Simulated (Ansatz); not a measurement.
Ru (hcp, Mg type)

```yaml
crystal:
  lattice:
    - [2.72216, 0.00000, 0.00000]
    - [-1.36108, 2.35746, 0.00000]
    - [0.00000, 0.00000, 4.29083]
  atoms:
    - { symbol: Ru, position: [0.33333, 0.66667, 0.75000] }
    - { symbol: Ru, position: [0.66667, 0.33333, 0.25000] }
```

In this cell atom 2 (Ru, nearest neighbour Ru at 2.659 Å; its periodic images, 2.7 Å or more away, move with it) is moved by s along Cartesian [111], unit vector (0.577, 0.577, 0.577); all other atoms and the cell stay fixed.

Method: PBE (plane waves to 420 eV, PAW, scalar-relativistic; Ansatz, a program for electronic structure). k mesh 16×16×9 (Γ-centred), Fermi-Dirac smearing 0.05 eV. The energy includes the smearing's −TS. Left out: 4 of 11 points, with atoms too close for the PAW data. With partly filled bands, energies and forces of such displacements shift with the k mesh and the smearing. Ru is run without spin polarisation. Ru was relaxed with its symmetry unable to fall. ΔE is measured from the undisplaced structure.

Successive frames, forces in eV/Å:

```json
[
 {"frame": "s = -0.320 Å", "ΔE (meV/cell)": "456", "F on Ru1": "(-1.360, -1.260, -2.472)", "F on Ru2": "(1.360, 1.260, 2.472)"},
 {"frame": "s = -0.160 Å", "ΔE (meV/cell)": "113", "F on Ru1": "(-0.692, -0.641, -1.095)", "F on Ru2": "(0.692, 0.641, 1.095)"},
 {"frame": "s = 0.000 Å", "ΔE (meV/cell)": "0", "F on Ru1": "(0.000, 0.000, 0.000)", "F on Ru2": "(0.000, 0.000, 0.000)"}
]
```

Problem. What are the energy and the forces in the next frame, s = 0.160 Å?

Solution. ΔE (meV/cell) = 110.

```tsv
atom	Fx	Fy	Fz
Ru1	0.596	0.646	1.100
Ru2	-0.596	-0.646	-1.100
```

(For displaced atoms, the force is minus the slope of the energy, and its curvature is a force constant, which sets phonon frequencies.)
